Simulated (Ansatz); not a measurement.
**Step by step: Ca, atoms shaken at random, then relaxed in the fixed cell**

Level of theory: Ansatz 0.2.0, DFT, r2SCAN, PAW with Ansatz's default frozen-core files, scalar-relativistic.

Command: `ansatz run input.yaml --threads 1 --pin off --max-ram 2048MiB --backend cpu --events-out ev --progress --plain --runs-dir out` The run took 31 s on 1 thread of Intel(R) Xeon(R) 6975P-C (Granite Rapids) (shared host), peak memory 0.69 GiB.

```yaml
crystal:
  lattice:
    - [1.971275995, -3.39549018, 0.0]
    - [1.971275995, 3.39549018, 0.0]
    - [0.0, 0.0, 6.50911174]
  atoms:
    - { symbol: Ca, position: [0.84221885, 0.23851345, 0.22704234] }
    - { symbol: Ca, position: [0.1375349, 0.80590207, 0.7535271] }
kpoints:
  mp_grid: { grid: [7, 7, 4] }
scf:
  occupations: { method: fermi_dirac, width: 0.05 }
hamiltonian:
  xc: r2scan
  pseudopotentials: { kind: paw }
output:
  forces: true
  stress: true
  efg: { contact_densities: true }
relax:
  f_tol: 0.01
  max_steps: 80
```

Structure from Materials Project entry mp-132 (possibly hypothetical). The listed cell was then made from it by scaling, straining or moving an atom.

The cutoff is 500 eV; energies and pressures of the walk include the program's estimate of the Pulay term. The PAW files were made with PBE; their cores are remade for this functional.

Each frame lists Cartesian positions (Å) and forces (eV/Å). Free energies count from the first step, -3643.3025 eV.

Step 1: E = 0.0 meV

```
Ca    2.1304   -2.0499    1.4778    -0.138  -0.081   0.320
Ca    1.8598    2.2694    4.9048     0.138   0.081  -0.320
```

Step 2: E = -43.5 meV

```
Ca    2.0627   -2.0917    1.5399    -0.060  -0.040   0.085
Ca    1.9275    2.3113    4.8427     0.060   0.040  -0.085
```

Step 3: E = -51.7 meV

```
Ca    2.0046   -2.1414    1.5634    -0.008  -0.004   0.002
Ca    1.9856    2.3609    4.8193     0.008   0.004  -0.002
```

Step 4: E = -51.7 meV

```
Ca    2.0046   -2.1414    1.5634    -0.007  -0.004   0.002
Ca    1.9856    2.3609    4.8193     0.007   0.004  -0.002
```

(1) How does the relaxation end?

## Answers

(1) It converges, with a = 3.926 Å, b = 3.926 Å, c = 6.509 Å, α = 90.00°, β = 90.00°, γ = 119.72° for the cell as listed; within 0.05 Å it has space group P6_3/mmc; smaller departures are within what the tolerances leave open. The last solve (at the final positions) gives E = -51.8 meV:
```
Ca    1.9962   -2.1470    1.5641    -0.001   0.000   0.000
Ca    1.9940    2.3666    4.8185     0.001   0.000   0.000
```
